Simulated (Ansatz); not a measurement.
Theory: DFT PBE, scalar-relativistic, plane waves, PAW (Ansatz). Settings: cutoff 420 eV, Γ-centred meshes spaced at most about 0.3 Å⁻¹, and about 0.25 Å⁻¹ or finer for metals (2π included), Gaussian smearing. No spin polarisation in the final relaxations.

Each of these unrelaxed guesses is relaxed in cell and atoms within its symmetry. A guess keeps its type if space group and coordination stay and the shape of the cell changes little (axis ratios within about 15 %, angles within 6°); the volume may change.

1. KNb2W2

Space group P4mm (No. 99). a = 4.064 Å, b = 4.064 Å, c = 7.316 Å, α = 90.00°, β = 90.00°, γ = 90.00°
```tsv
atom	site	symmetry	x	y	z
K	1b	4mm	0.5000	0.5000	0.3363
Nb	1b	4mm	0.5000	0.5000	0.9366
Nb	1a	4mm	0.0000	0.0000	0.8222
W	1a	4mm	0.0000	0.0000	0.4849
W	1a	4mm	0.0000	0.0000	0.1505
```

2. Si5C

Space group P-62m (No. 189). a = 4.574 Å, b = 4.574 Å, c = 4.902 Å, α = 90.00°, β = 90.00°, γ = 120.00°
```tsv
atom	site	symmetry	x	y	z
Si	3f	m2m	0.6667	0.0000	0.0000
Si	2d	-6..	0.6667	0.3333	0.5000
C	1b	-62m	0.0000	0.0000	0.5000
```

3. Mg3CdS4

Space group P4/mmm (No. 123). a = 3.913 Å, b = 3.913 Å, c = 11.067 Å, α = 90.00°, β = 90.00°, γ = 90.00°
```json
{"atom": "Mg", "site": "2g", "symmetry": "4mm", "x": "0.0000", "y": "0.0000", "z": "0.7500"}
{"atom": "Mg", "site": "1c", "symmetry": "4/mmm", "x": "0.5000", "y": "0.5000", "z": "0.0000"}
{"atom": "Cd", "site": "1d", "symmetry": "4/mmm", "x": "0.5000", "y": "0.5000", "z": "0.5000"}
{"atom": "S", "site": "1a", "symmetry": "4/mmm", "x": "0.0000", "y": "0.0000", "z": "0.0000"}
{"atom": "S", "site": "2h", "symmetry": "4mm", "x": "0.5000", "y": "0.5000", "z": "0.2500"}
{"atom": "S", "site": "1b", "symmetry": "4/mmm", "x": "0.0000", "y": "0.0000", "z": "0.5000"}
```

4. Si3WN

Space group Pm-3m (No. 221). a = 4.135 Å, b = 4.135 Å, c = 4.135 Å, α = 90.00°, β = 90.00°, γ = 90.00°
```
atom  site  symmetry       x       y       z
  Si    3c    4/mm.m  0.0000  0.5000  0.5000
   W    1a      m-3m  0.0000  0.0000  0.0000
   N    1b      m-3m  0.5000  0.5000  0.5000
```

Task: Which keep their type?

Result: Guesses 2, 3 and 4 keep their type.

```csv
guess,kept,start group,end group,V start (Å³/atom),V end,"b/a and c/a, end over start",nearest neighbours start,nearest neighbours end
1,no,P4mm,P4mm,24.2,20.2,"1.00, 2.79","K 9, Nb 2/9, W 2","K 4, Nb 9/12, W 5/8"
2,yes,P-62m,P-62m,14.8,12.9,"1.00, 0.95","C 12, Si 12","C 12, Si 12"
3,yes,P4/mmm,P4/mmm,21.2,18.7,"1.00, 1.00","Cd 6, Mg 6, S 6","Cd 6, Mg 6, S 6"
4,yes,Pm-3m,Pm-3m,14.1,12.4,"1.00, 1.00","N 6, Si 2, W 12","N 6, Si 2, W 12"
```

Neighbours count within 15 % of an atom's shortest distance; end groups are read at 0.02 Å (0.05 Å in metals).

These runs have no spin–orbit coupling, which can matter for W. A magnetic state wasn't ruled out in cells without spin, among them Si3WN Pm-3m. Cells relaxed within their symmetry can be saddle points.

In counts of neighbours, a slash parts the counts of unlike sites.
